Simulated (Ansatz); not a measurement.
KHg2 in space group Imma (No. 74; Hg on 8h, K on 4e) under volume change, plane-wave PAW PBEsol (Ansatz code), shape and atoms relaxed at each volume.

```json
[
 {"V (Å³/atom)": "27.422", "E − E(relaxed) (meV/atom)": "18.5", "P (GPa)": "2.39"},
 {"V (Å³/atom)": "28.326", "E − E(relaxed) (meV/atom)": "7.7", "P (GPa)": "1.45"},
 {"V (Å³/atom)": "29.230", "E − E(relaxed) (meV/atom)": "1.9", "P (GPa)": "0.68"},
 {"V (Å³/atom)": "30.134", "E − E(relaxed) (meV/atom)": "0.0", "P (GPa)": "0.00"},
 {"V (Å³/atom)": "31.038", "E − E(relaxed) (meV/atom)": "1.6", "P (GPa)": "-0.54"},
 {"V (Å³/atom)": "31.942", "E − E(relaxed) (meV/atom)": "5.9", "P (GPa)": "-0.99"},
 {"V (Å³/atom)": "32.846", "E − E(relaxed) (meV/atom)": "12.5", "P (GPa)": "-1.34"}
]
```

Q: What does a third-order Birch–Murnaghan fit give for V₀, B₀ and B′?

A: V₀ = 30.15 Å³/atom, B₀ = 19.7 GPa, B′ = 5.2.

The workflow started from an entry of the Crystallography Open Database (COD). Its standing as an ambient phase is unchecked. The cell was relaxed with PBEsol under the symmetry of its start; whether a distortion lowers the energy is not shown. Spin–orbit coupling is left out wherever it is not named.

Potentials: the later of the program's two PAW sets.
